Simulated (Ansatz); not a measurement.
Computed properties of BeS

BeS:
```xyz
4
Lattice="2.8346 1.6462 0.0000 -2.8346 1.6462 0.0000 -1.9061 0.0000 5.3498" Properties=species:S:1:pos:R:3 pbc="T T T"
Be     1.4173     0.8231     0.0000
Be    -2.3704     0.8231     2.6749
S     -0.4765     0.9363     1.3375
S     -1.4296     2.3562     4.0124
```

Space group C2/c (No. 15); conventional cell a = 5.6693 Å, b = 3.2925 Å, c = 5.6792 Å, α = 90.00°, β = 109.61°, γ = 90.00°.

Method: PBE in the plane-wave PAW code Ansatz. The cell and atoms are relaxed at this level. Other levels are named where they apply.

**Cell and energy**

- Volume per atom = 12.48 Å³
- Density = 2.73 g/cm³
- Formation energy from the elements (no fitted shifts) = -0.51 eV/atom

**Electronic structure**

* **Band gap**: 1.09 eV (indirect)
* **Valence-band maximum**: on the Γ–C line, 44 % of the way from Γ (k = 0.151, 0.151, 0.000 in fractions of the reciprocal vectors)
* **Conduction-band minimum**: at Y2 (k = 0.500, 0.500, 0.000 in fractions of the reciprocal vectors)
* **Smallest direct gap on the standard path**: 1.61 eV
* **Electron effective mass**: 0.29, 0.51, 1.2 mₑ (principal values)
* **Hole effective mass**: 0.20, 0.92, 0.92 mₑ (principal values)

**Mechanics**

Bulk modulus (Birch–Murnaghan fit): 84.1 GPa
Pressure derivative B′: 7.4

A made-up cell: these elements were put on the sites of a structure type; neither database checked (COD, Materials Project) lists it. COD files the formula under space group No. 216. Its standing as an ambient phase is unchecked. Symmetry was held in the PBE relaxation; whether a distortion lowers the energy is not shown. The references are the lowest solids computed at this level, not always the standard phases.

Potentials: the later of the program's two PAW sets.
